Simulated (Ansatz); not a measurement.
A relaxed 1×1 slab of 7 planes, cut along (0001) from a hcp crystal of one element, has a cell area of 7.49 Å² and a bulk spacing of 2.324 Å between its first planes. All-electron LAPW in Ansatz 0.2.0 (PBE, scalar-relativistic, no spin polarisation) gives γ = 1.97 J/m², Φ = 4.41 eV and a change of the outer spacing of -7.2 %. The hcp structure needn't be the element's own.

Q: Which element is it?

A: Ti. Other candidates weren't computed, and some may come near.
